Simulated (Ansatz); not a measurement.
CuAu:
```
CuAu
1.0
    2.87722     0.00000     0.00000
    0.00000     2.87722     0.00000
    0.00000     0.00000     3.62435
Cu Au
1 1
Direct
  0.50000   0.50000   0.50000
  0.00000   0.00000   0.00000
```

This is the PBE-relaxed structure.

**Question.** All from plane-wave PAW PBE (Ansatz code), unless another level is named. Give the formation energy from the elements (no fitted shifts).

**Answer.** -0.055 eV/atom.

**Question.** Give the density of states at the Fermi level.

**Answer.** 0.31 states/eV per atom (mean over ±0.08 eV).

Space group P4/mmm (L1₀ or tetragonal B2). The cell was relaxed with PBE under the symmetry of its start. No spin polarisation was allowed. The references are the lowest solids computed at this level, not always the standard phases. Scalar-relativistic: spin–orbit coupling is off unless named, which matters more the heavier the elements.

Potentials: the later of the program's two PAW sets.
